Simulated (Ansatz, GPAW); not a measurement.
Given: the input of a run of Ansatz 0.2.0 on MoPd2. The cell comes from a database or a generator and needn't be the stable form of this composition.

The input input.yaml:

```yaml
crystal:
  lattice:
    - [-1.37353637, 1.972034755, 4.11380972]
    - [1.37353637, -1.972034755, 4.11380972]
    - [1.37353637, 1.972034755, -4.11380972]
  atoms:
    - { symbol: Pd, position: [0.66520312, 0.66520312, 0.0] }
    - { symbol: Pd, position: [0.33479688, 0.33479688, 0.0] }
    - { symbol: Mo, position: [0.0, 0.0, 0.0] }
kpoints:
  mp_grid: { grid: [12, 12, 12] }
scf:
  occupations: { method: fermi_dirac, width: 0.05 }
hamiltonian:
  xc: pbesol
  pseudopotentials: { kind: all_electron, lapw: { basis_error: 0.001 } }
output:
  forces: true
  stress: true
  eigenvalues: true
  populations: true
```

Potentials or basis: all-electron LAPW, scalar-relativistic.

Launch:

```console
$ ansatz run input.yaml --threads 2 --pin off --max-ram 8192MiB --backend cpu --events-out ev --progress --plain --runs-dir out
```

Question: Translate it to GPAW 26.7.0 (ASE script). Potentials or basis there: PAW data sets generated for this functional, cutoff 600 eV.

Answer: As run (cutoffs and basis follow the program's own potentials, and thresholds, step limits or extra output files can differ):

run.py

```python
from ase import Atoms
from ase.dft.bandgap import bandgap
from ase.io import write
from ase.units import Bohr, GPa
from gpaw import GPAW, PW, setup_paths
from gpaw.elf import elf_from_dft_calculation

setup_paths.insert(0, '.')

atoms = Atoms(['Pd', 'Pd', 'Mo'],
              cell=[[-1.37353637, 1.972034755, 4.11380972],
                    [1.37353637, -1.972034755, 4.11380972],
                    [1.37353637, 1.972034755, -4.11380972]],
              scaled_positions=[[0.66520312, 0.66520312, 0.0],
                                [0.33479688, 0.33479688, 0.0],
                                [0.0, 0.0, 0.0]],
              pbc=True)

calc = GPAW(mode=PW(600),
            xc='PBEsol',
            kpts={'size': (12, 12, 12), 'gamma': True},
            occupations={'name': 'fermi-dirac', 'width': 0.05},
            nbands=41,
            convergence={'density': 1e-05, 'energy': 1e-05},
            maxiter=150,
            txt='gpaw.txt')
atoms.calc = calc
energy = atoms.get_potential_energy()
forces = atoms.get_forces()
stress = atoms.get_stress()
calc.write('gs.gpw')
write('result.traj', atoms)
print(f'Energy: {energy:.6f} eV')
print('Forces (eV/A):')
print(forces.round(4))
print('Stress (GPa):', (stress / GPa).round(3))
print('Fermi level:', round(calc.get_fermi_level(), 4), 'eV')
print(f'Gap: {bandgap(calc)[0]:.4f} eV, direct: {bandgap(calc, direct=True)[0]:.4f} eV')

# fields on the real-space grid
write('density.cube', atoms, data=calc.get_pseudo_density() * Bohr**3)
write('potential.cube', atoms, data=calc.get_electrostatic_potential())
write('elf.cube', atoms, data=elf_from_dft_calculation(calc).data)
```

Potentials or basis: PAW data sets generated in the run's folder for this functional, pw.

Command:

```console
$ gpaw-setup -f PBEsol Mo Pd
$ OMP_NUM_THREADS=1 python run.py
```

Both were run:

|  | Ansatz | GPAW |
| --- | --- | --- |
| Pressure | -5.3 GPa | -5.1 GPa |

Where Ansatz's input types no cutoff or centring, it takes its own default and a Γ-centred mesh.

Pressure is positive in compression.
